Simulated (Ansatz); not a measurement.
Relaxation of a generated cell, TiC placed in the AFLOW prototype AB_oP8_62_c_c (B16, as in GeS); 8 atoms in the cell, which starts as Pnma (No. 62), oP8; a = 8.347 Å, b = 2.916 Å, c = 3.437 Å, α = 90.00°, β = 90.00°, γ = 90.00°. Calculation: r2SCAN (plane waves to 500 eV, PAW, scalar-relativistic; Ansatz, a quantum-chemistry and plane-wave program). Γ-centred k-mesh 3×8×7 on the run's cell (coarser than for final values), Fermi–Dirac smearing 0.05 eV. This is the first round of the run. 

The optimiser's lines from the output (shortened; P is positive under compression):

```
relax step   1: F+E_penalty+E_count = -11026.84514403 eV  Δ(F+E_penalty+E_count) = +0.000e0 eV  max|allowed force component| = 2.220e0 eV/Å  Δτ_max = 0.0000 Å  P = +1.789 GPa  Ω = 83.644 Å³  (8 SCF iters, dr2 threshold 1.00e-7 eV, accepted)
relax step   2: F+E_penalty+E_count = -11029.34867714 eV  Δ(F+E_penalty+E_count) = -2.504e0 eV  max|allowed force component| = 2.023e0 eV/Å  Δτ_max = 0.0894 Å  P = -1.391 GPa  Ω = 83.732 Å³  (8 SCF iters, dr2 threshold 8.00e-7 eV, accepted)
relax step   3: F+E_penalty+E_count = -11030.89689884 eV  Δ(F+E_penalty+E_count) = -1.548e0 eV  max|allowed force component| = 1.605e0 eV/Å  Δτ_max = 0.1127 Å  P = +1.320 GPa  Ω = 81.350 Å³  (7 SCF iters, dr2 threshold 8.00e-7 eV, accepted)
relax step   4: F+E_penalty+E_count = -11031.92941265 eV  Δ(F+E_penalty+E_count) = -1.033e0 eV  max|allowed force component| = 6.122e-1 eV/Å  Δτ_max = 0.2000 Å  P = +0.038 GPa  Ω = 81.115 Å³  (8 SCF iters, dr2 threshold 8.00e-7 eV, accepted)
relax step   5: F+E_penalty+E_count = -11032.06994381 eV  Δ(F+E_penalty+E_count) = -1.405e-1 eV  max|allowed force component| = 2.632e-2 eV/Å  Δτ_max = 0.0974 Å  P = +0.017 GPa  Ω = 81.057 Å³  (7 SCF iters, dr2 threshold 8.00e-7 eV, accepted)
relax step   6: F+E_penalty+E_count = -11032.07015638 eV  Δ(F+E_penalty+E_count) = -2.126e-4 eV  max|allowed force component| = 7.951e-4 eV/Å  Δτ_max = 0.0034 Å  P = -0.000 GPa  Ω = 81.062 Å³  (5 SCF iters, dr2 threshold 1.05e-7 eV, accepted)
relax step   7: F+E_penalty+E_count = -11032.07015706 eV  Δ(F+E_penalty+E_count) = -6.829e-7 eV  max|allowed force component| = 1.646e-4 eV/Å  Δτ_max = 0.0000 Å  P = +0.000 GPa  Ω = 81.062 Å³  (4 SCF iters, dr2 threshold 1.43e-9 eV, accepted)
relax step   8: F+E_penalty+E_count = -11032.06980974 eV  Δ(F+E_penalty+E_count) = +3.473e-4 eV  max|allowed force component| = 1.636e-4 eV/Å  Δτ_max = 0.0000 Å  P = +0.000 GPa  Ω = 81.062 Å³  stress off target by 1.98e-2 GPa  SCF on the basis re-selected at this cell (its energy is not comparable with the rows above)  (7 SCF iters)
```

From the first to the last row the energy changes by -0.65 eV/atom and the volume by -3.1 %. The last row is marked as not comparable with the walk above it, whose basis was carried along; it does compare with step 1, since both stand on a basis selected at the nominal cutoff for their own cell.

Later rounds, restarted from the end of this one on a renewed k-mesh, logged 9 more steps and released under 0.01 eV/atom more. The final structure after all rounds: Fm-3m (No. 225), cF8, rock salt type; a = b = c = 4.328 Å, α = β = γ = 90.00°. Between re-selections the logged energies stand on a plane-wave basis carried along with the cell. No spin polarisation in the result.

The run could not lose the symmetry of its start.
